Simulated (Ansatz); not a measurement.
## Profile along the Li–O line in LiNbO3 (space group R-3c)

LiNbO₃ (space group R-3c)

```
LiNbO3
1.0
    2.56213     1.47925     4.51823
   -2.56213     1.47925     4.51823
    0.00000    -2.95850     4.51823
Li Nb O
2 2 6
Direct
  0.75000   0.75000   0.75000
  0.25000   0.25000   0.25000
  0.00000   0.00000   0.00000
  0.50000   0.50000   0.50000
  0.62539   0.87461   0.25000
  0.37461   0.12539   0.75000
  0.25000   0.62539   0.87461
  0.75000   0.37461   0.12539
  0.87461   0.25000   0.62539
  0.12539   0.75000   0.37461
```

Fields along a shortest Li–O line of a (0001) plane (1.92 Å), from Li to O, interpolated on the slice's grid (step about 0.3 Å). Level of theory: LDA (plane waves to 420 eV, PAW, scalar-relativistic; Ansatz, a first-principles code). k mesh 8×8×8. Near the nuclei the fields are pseudised (PAW); where an atom keeps semicore shells as valence, they peak there. LiNbO3 is run without spin polarisation. LiNbO3 was relaxed with its symmetry unable to fall. This is one of several known forms of LiNbO3; the measured ambient cells at hand have space group No. 161.

| distance from Li (Å) | valence electron density (e/Å³) | electron localisation function |
|---|---|---|
| 0.00 | 9.40 | x |
| 0.19 | 7.48 | x |
| 0.38 | 2.61 | x |
| 0.58 | 0.44 | 0.16 |
| 0.77 | 0.23 | 0.10 |
| 0.96 | 0.39 | 0.57 |
| 1.15 | 0.87 | 0.84 |
| 1.34 | 2.11 | 0.83 |
| 1.54 | 4.61 | x |
| 1.73 | 7.01 | x |
| 1.92 | 7.47 | x |

x: too close to a nucleus for the ELF to mean much.

Density on the Li–O line (1.92 Å) at its density minimum, 0.8 Å from Li: 0.23 e/Å³. ELF at that point: 0.1. ELF maximum in the middle third of the Li–O line: 0.84, 1.2 Å from Li.
